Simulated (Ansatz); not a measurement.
# Two Ansatz runs on Al

The geometry is COD entry 9012002, unchecked; take it as a test cell.

First run: DFT, PBE, PAW with Ansatz's default frozen-core files, scalar-relativistic (Ansatz 0.2.0).

Command: `ansatz run input.yaml --threads 1 --pin off --max-ram 2048MiB --backend cpu --events-out ev --progress --plain --runs-dir out` The run took 4.2 s on 1 thread of Arm Neoverse V1, on a shared host.

```yaml
crystal:
  lattice:
    - [0.0, 2.024805, 2.024805]
    - [2.024805, 0.0, 2.024805]
    - [2.024805, 2.024805, 0.0]
  atoms:
    - { symbol: Al, position: [0.0, 0.0, 0.0] }
kpoints:
  mp_grid: { grid: [14, 14, 14] }
scf:
  occupations: { method: fermi_dirac, width: 0.05 }
hamiltonian:
  xc: pbe
  pseudopotentials: { kind: paw }
output:
  forces: true
  stress: true
  efg: { contact_densities: true }
relax:
  f_tol: 0.005
  max_steps: 80
  cell: {}
```

Result: converged; relaxed volume 16.453 Å³/atom; 15 SCF iterations in all.

The input is then changed:

```diff
@@ -7,9 +7,9 @@
     - { symbol: Al, position: [0.0, 0.0, 0.0] }
 kpoints:
-  mp_grid: { grid: [14, 14, 14] }
+  mp_grid: { grid: [18, 18, 18] }
 scf:
-  occupations: { method: fermi_dirac, width: 0.05 }
+  occupations: { method: fermi_dirac, width: 0.025 }
 hamiltonian:
-  xc: pbe
+  xc: revpbe
   pseudopotentials: { kind: paw }
 output:
@@ -17,4 +17,8 @@
   stress: true
   efg: { contact_densities: true }
+  write_density: true
+  write_potential: true
+  elf: true
+  volumetric_format: npy
 relax:
   f_tol: 0.005
```

Q: What does the second run give?

A: It converged; relaxed volume 16.745 Å³/atom; 15 SCF iterations in all.
